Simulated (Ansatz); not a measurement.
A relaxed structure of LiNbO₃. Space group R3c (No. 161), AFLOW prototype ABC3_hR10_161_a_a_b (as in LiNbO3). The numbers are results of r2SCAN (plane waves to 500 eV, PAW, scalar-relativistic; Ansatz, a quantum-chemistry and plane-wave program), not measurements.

Space group R3c, hexagonal axes (No. 161); a = 5.1375 Å, b = 5.1375 Å, c = 13.8854 Å, α = 90.00°, β = 90.00°, γ = 120.00°

| atom | site | symmetry | x | y | z |
|---|---|---|---|---|---|
| Li | 6a | 3. | 0.0000 | 0.0000 | 0.2044 |
| Nb | 6a | 3. | 0.0000 | 0.0000 | 0.4864 |
| O | 18b | 1 | 0.0102 | 0.3781 | 0.2567 |
(The calculation used a cell of 10 atoms; values per cell refer to that cell.)

* **Volume per atom**: 10.58 Å³
* **Band gap**: 4.00 eV, indirect (valence top at k = (0.125, 0.125, 0.125), conduction bottom at k = (0, 0.375, -0.375)) (no spin-orbit coupling)
* **Smallest direct gap**: 4.07 eV at Γ
* **Shortest distances**: Nb–O 1.88 Å; Li–O 2.05 Å; O–O 2.73 Å; Li–Nb 3.03 Å
* **k-mesh**: 8×8×8

Band energies at high-symmetry points (eV from the VBM; labels of this space group; no spin-orbit coupling), from −5 eV up to 7.9 eV:

```csv
point,energies
Γ,-4.50 -4.50 -4.25 -4.18 -4.18 -3.22 -2.12 -2.03 -2.03 -1.27 -0.89 -0.89 -0.72 -0.72 -0.66 -0.52 -0.01 -0.01 4.06 4.06 4.52 5.59 5.59 5.76
T,-3.53 -3.53 -3.53 -3.53 -3.27 -3.27 -2.67 -2.67 -2.67 -2.67 -2.25 -2.25 -0.64 -0.64 -0.31 -0.31 -0.31 -0.31 5.09 5.09 5.29 5.29 5.29 5.29
H2,-4.59 -4.59 -3.87 -3.87 -3.02 -3.02 -2.50 -2.50 -1.76 -1.76 -1.40 -1.40 -1.03 -1.03 -0.58 -0.58 -0.25 -0.25 4.34 4.34 5.19 5.19 5.66 5.66
H0,-4.59 -4.59 -3.87 -3.87 -3.02 -3.02 -2.50 -2.50 -1.76 -1.76 -1.40 -1.40 -1.03 -1.03 -0.58 -0.58 -0.25 -0.25 4.34 4.34 5.19 5.19 5.66 5.66
L,-4.05 -4.05 -3.77 -3.77 -3.26 -3.26 -2.77 -2.77 -2.22 -2.22 -1.77 -1.77 -0.45 -0.45 -0.29 -0.29 -0.20 -0.20 4.32 4.32 5.17 5.17 5.40 5.40
S0,-4.62 -4.53 -4.08 -3.46 -3.44 -3.04 -2.52 -2.31 -1.94 -1.77 -1.44 -1.28 -1.00 -0.78 -0.70 -0.49 -0.38 -0.10 4.01 4.51 5.12 5.19 5.62 5.75
S2,-4.62 -4.53 -4.08 -3.46 -3.44 -3.04 -2.52 -2.31 -1.94 -1.77 -1.44 -1.28 -1.00 -0.78 -0.70 -0.49 -0.38 -0.10 4.01 4.51 5.12 5.19 5.62 5.75
F,-4.60 -4.59 -4.39 -4.20 -2.90 -2.65 -2.37 -1.95 -1.89 -1.75 -1.37 -1.25 -1.05 -0.96 -0.68 -0.66 -0.48 -0.20 4.14 4.57 5.04 5.07 5.69 5.87
```

No spin polarisation in the result.

It was reached from a disturbed copy of a R-3c (No. 167) cell (AFLOW prototype ABC3_hR10_167_a_b_e (as in LiNbO3)), against which it lies -32 meV/atom.
